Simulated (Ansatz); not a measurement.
ScAs:
```
ScAs
1.0
    0.00000     2.70534     2.70534
    2.70534     0.00000     2.70534
    2.70534     2.70534     0.00000
As Sc
1 1
Direct
  0.50000   0.50000   0.50000
  0.00000   0.00000   0.00000
```

Relaxed with PBEsol.

Q: Map the valence electron density (e/Å³), cut off at 3 on the plane through (0.500, 0.500, 0.500) spanned by u = [1, 0, 0] and v = [0, 1, -1] in lattice vectors, from plane-wave PAW PBEsol (Ansatz code).

A: x is the fraction of u, y of v (the angle between them is 90°; rows are the nearest grid lines); atoms in the plane: As at (0.00, 0.00), Sc at (0.50, 0.50).
```
|@@@@:.        .:@@@@|
|@@@%:.        .:%@@@|
|@@@=..        ..=@@@|
|@%=:.          .:=%@|
|::...          ...::|
|...     ....     ...|
|      .:=++=:.      |
|      :*@@@@*:      |
|     .=@@@@@@=.     |
|     .+@@@@@@+.     |
|     .+@@@@@@+.     |
|     .=@@@@@@=.     |
|      :*@@@@*:      |
|      .:=++=:.      |
|...     ....     ...|
|::...          ...::|
|@%=:.          .:=%@|
|@@@=..        ..=@@@|
|@@@%:.        .:%@@@|
|@@@@:.        .:@@@@|
```
Scale: ten equal steps from 0.113 (start of ' ') to 3.00 (end of '@'), in the order ' .:-=+*#%@'; x runs from 0.000 to 1.00, y from 0.000 (bottom) to 1.00 (top).

The density is the valence pseudo-density with augmentation charge, so density and ELF within about 1 Å of a nucleus are not all-electron values.

Space group Fm-3m (rock salt). The workflow started from an entry of the Crystallography Open Database (COD). Whether it is the stable phase at ambient conditions was not checked. The PBEsol relaxation kept the symmetry of its start; its stability against distortions is not shown here. No spin polarisation was allowed.

Potentials: the later of the program's two PAW sets.
